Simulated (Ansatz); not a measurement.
MoW:
```yaml
crystal:
  lattice:
    - [3.16016, 0.00000, 0.00000]
    - [0.00000, 3.16016, 0.00000]
    - [0.00000, 0.00000, 3.16016]
  atoms:
    - { symbol: Mo, position: [0.00000, 0.00000, 0.00000] }
    - { symbol: W, position: [0.50000, 0.50000, 0.50000] }
```

Relaxed with r²SCAN.

### Question
Map the electron localisation function on the plane through (0.000, 0.000, 0.000) spanned by u = [1, 0, 0] and v = [0, 1, 1] in lattice vectors, from r²SCAN (plane waves, PAW; program Ansatz).

### Answer
x is the fraction of u, y of v (the angle between them is 90°; rows are the nearest grid lines); atoms in the plane: Mo at (0.00, 0.00), W at (0.50, 0.50).
```
|25885113431158852|
|57995113431159975|
|99984224542248999|
|99963235653236999|
|76543345554334567|
|33334443334443333|
|33344333333344333|
|55443356665334455|
|65423689998632456|
|65224898789842256|
|54215884148851245|
|53115871017851135|
|54215884148851245|
|65224898789842256|
|65423689998632456|
|55443356665334455|
|33344333333344333|
|33334443334443333|
|76543345554334567|
|99963235653236999|
|99984224542248999|
|57995113431159975|
|25885113431158852|
```
Scale: ten equal steps from 0.014 (start of '0') to 0.766 (end of '9'), in the order '0123456789'; x runs from 0.000 to 1.00, y from 0.000 (bottom) to 1.00 (top).

The density is the valence pseudo-density with augmentation charge, so density and ELF within about 1 Å of a nucleus are not all-electron values.

Space group Pm-3m (CsCl type). The start of the workflow was typed in or built on a structure type; neither database checked (COD, Materials Project) lists it. Its standing as an ambient phase is unchecked. Symmetry was held in the r²SCAN relaxation; its stability against distortions is not shown here. The run is not spin-polarised. Scalar-relativistic: spin–orbit coupling is off unless named, which matters more the heavier the elements.

Potentials: the later of the program's two PAW sets.
